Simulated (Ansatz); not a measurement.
SiGe (NiAs type, space group No. 194) under volume change, DFT-PBEsol in the program Ansatz with PAW potentials, shape and atoms relaxed at each volume.

```tsv
V (Å³/atom)	E − E(relaxed) (meV/atom)	P (GPa)
15.962	42.6	9.21
16.488	18.1	5.64
17.014	4.3	2.69
17.540	0.0	0.00
18.066	3.8	-2.22
18.593	14.4	-4.21
19.119	31.1	-5.82
```

Task: What does a third-order Birch–Murnaghan fit give for V₀, B₀ and B′?

Result: V₀ = 17.54 Å³/atom, B₀ = 80.7 GPa, B′ = 4.0.

Space group P6_3/mmc (NiAs type). A made-up cell: these elements were put on the sites of a structure type; neither database checked (COD, Materials Project) lists it. Its standing as an ambient phase is unchecked. The cell was relaxed with PBEsol under the symmetry of its start; of distortions, only those at the zone centre were tested.

Potentials: the earlier of the program's two PAW sets.
